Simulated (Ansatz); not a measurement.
## Property card for Nb₄AlC₃

Nb4AlC3:
```
Nb4AlC3
1.0
    3.12141     0.00000     0.00000
   -1.56071     2.70322     0.00000
    0.00000     0.00000    24.12971
Al Nb C
2 8 6
Direct
  0.33333   0.66667   0.25000
  0.66667   0.33333   0.75000
  0.00000   0.00000   0.84318
  0.00000   0.00000   0.15682
  0.00000   0.00000   0.34318
  0.00000   0.00000   0.65682
  0.66667   0.33333   0.94494
  0.33333   0.66667   0.05506
  0.33333   0.66667   0.44494
  0.66667   0.33333   0.55506
  0.33333   0.66667   0.89171
  0.66667   0.33333   0.10829
  0.66667   0.33333   0.39171
  0.33333   0.66667   0.60829
  0.00000   0.00000   0.50000
  0.00000   0.00000   0.00000
```

Space group P6_3/mmc (No. 194); conventional cell a = 3.121 Å, b = 3.121 Å, c = 24.130 Å, α = 90.00°, β = 90.00°, γ = 120.00°.

Method: PBEsol (plane waves, PAW; program Ansatz). The cell and atoms are relaxed at this level. Other levels are named where they apply.

### Cell and energy

```
Item                                                           Value
-----------------------------------------------------  -------------
Volume per atom                                             12.73 Å³
Density                                                   7.09 g/cm³
Formation energy from the elements (no fitted shifts)  -0.64 eV/atom
```

### Electronic structure

```
Item                                                                         Value
------------------------------------  --------------------------------------------
Electronic character                                             metallic (no gap)
Density of states at the Fermi level  0.26 states/eV per atom (mean over ±0.08 eV)
Gap with spin–orbit coupling                                       none (metallic)
```

### Mechanics

```
Quantity                                                                                     Result
--------------------------------------------  -----------------------------------------------------
Bulk modulus (Birch–Murnaghan fit)                                                          227 GPa
Pressure derivative B′                                                                          4.5
Elastic constants (relaxed ions, GPa)         C11 = 445, C12 = 134, C13 = 137, C33 = 364, C44 = 172
Mechanical stability                                         stable (all eigenvalues of C positive)
Hill bulk and shear moduli                                                          229 and 155 GPa
Young's modulus                                                                             380 GPa
Poisson's ratio                                                                                0.22
Debye temperature from the elastic constants                                                  660 K
```

The first step of the workflow began from a Materials Project structure, measured or hypothetical; the Crystallography Open Database copy checked does not list it. Its standing as an ambient phase is unchecked. The PBEsol relaxation kept the symmetry of its start; whether a distortion lowers the energy is not shown. The run is not spin-polarised. As this level gives no gap, shear constants depend on the k-mesh and smearing (Fermi–Dirac, 0.1 eV here). The references are the lowest solids computed at this level, not always the standard phases. Spin–orbit coupling is left out wherever it is not named.

Potentials: the later of the program's two PAW sets.
